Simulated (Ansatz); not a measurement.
## Relaxing a structure of Zr

The start is a randomly generated symmetric cell of Zr (space group No. 123). A full variable-cell relaxation at zero pressure is run with r2SCAN (plane waves to 500 eV, PAW, scalar-relativistic; Ansatz, a first-principles code). The first steps use a coarse 13×13×8 k-mesh.

The start:
```
Zr
1.0
    2.41090     0.00000     0.00000
    0.00000     2.41090     0.00000
    0.00000     0.00000     4.03758
Zr
1
Direct
  0.00000   0.00000   0.00000
```

Task: How does the volume change?

Result: +4.5 %, from 23.47 to 24.52 Å³/atom.

Task: Is the relaxed structure metallic? Give its gap.

Result: Zero (metallic).

Task: What does it relax into? Give the structure.

Result: 
Space group Pm-3m (No. 221); a = 2.905 Å, b = 2.905 Å, c = 2.905 Å, α = 90.00°, β = 90.00°, γ = 90.00°

```
atom  site  symmetry       x       y       z
----  ----  --------  ------  ------  ------
Zr      1a      m-3m  0.0000  0.0000  0.0000
```

Final values are on a 16×16×16 k-mesh of the relaxed cell. The start holds a very short contact (Zr–Zr 2.41 Å). No spin polarisation in the result.

The run could not lose the symmetry of its start, so the end can be a saddle point.

The relaxed structure here is a generated cell of Zr: the first start was made by a random draw of sites in a space group, and the end was not matched to a known phase here, so it may be hypothetical. Known forms of Zr include space group No. 194.
